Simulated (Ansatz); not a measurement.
InP:
```cif
data_InP
_chemical_formula_sum 'In1 P1'
_space_group_name_H-M_alt 'P 1'
_space_group_IT_number 1
_cell_length_a 4.17705
_cell_length_b 4.17705
_cell_length_c 4.17705
_cell_angle_alpha 60.000
_cell_angle_beta 60.000
_cell_angle_gamma 60.000
loop_
_space_group_symop_operation_xyz
  'x, y, z'
loop_
_atom_site_label
_atom_site_type_symbol
_atom_site_fract_x
_atom_site_fract_y
_atom_site_fract_z
_atom_site_occupancy
In1 In 0.00000 0.00000 0.00000 1
P1 P 0.75000 0.75000 0.75000 1
```

Relaxed with r²SCAN. Independent-particle spectrum: no excitons, no local fields, no scissors shift; 0.1 eV broadening; ε₁ of the summed bands alone.

Question: Tabulate the dielectric function from plane-wave PAW r²SCAN (Ansatz code).

Answer: 

| E (eV) | ε₁ xx | ε₂ xx |
|---|---|---|
| 0.0 | 9.73 | 0.00 |
| 0.4 | 9.86 | 0.00 |
| 0.8 | 10.35 | 0.00 |
| 1.2 | 11.23 | 0.88 |
| 1.6 | 11.42 | 1.48 |
| 2.0 | 12.27 | 2.00 |
| 2.4 | 14.16 | 3.21 |
| 2.8 | 15.00 | 10.60 |
| 3.2 | 9.35 | 9.50 |
| 3.6 | 9.25 | 8.17 |
| 4.0 | 12.07 | 8.13 |
| 4.4 | 15.14 | 20.93 |
| 4.8 | -6.02 | 17.09 |
| 5.2 | -4.55 | 11.27 |
| 5.6 | -2.13 | 8.26 |
| 6.0 | -4.06 | 11.63 |
| 6.4 | -5.21 | 7.26 |
| 6.8 | -4.71 | 5.20 |
| 7.2 | -4.03 | 3.96 |
| 7.6 | -3.38 | 3.21 |
| 8.0 | -3.09 | 2.78 |
| 8.4 | -2.48 | 2.14 |
| 8.8 | -2.48 | 2.08 |
| 9.2 | -2.26 | 1.59 |
| 9.6 | -1.68 | 1.34 |
| 10.0 | -1.62 | 1.32 |
| 10.4 | -1.53 | 1.14 |
| 10.8 | -1.33 | 0.87 |
| 11.2 | -1.15 | 0.67 |
| 11.6 | -0.87 | 0.60 |
| 12.0 | -0.78 | 0.53 |

Question: From ε at 1.3 eV (xx: 11.23 + 1.10i), find n, k, the normal reflectivity and the absorption coefficient.

Answer: n = 3.36, k = 0.164, R = 29 %, α = 2kE/ħc = 22000 cm⁻¹.

With all bands, ε∞ without local fields is 9.85.

Space group F-43m (zinc blende). The cell was relaxed with r²SCAN under the symmetry of its start; of distortions, only those at the zone centre were tested. Scalar-relativistic: spin–orbit coupling is off unless named, which matters more the heavier the elements.

Potentials: the earlier of the program's two PAW sets.
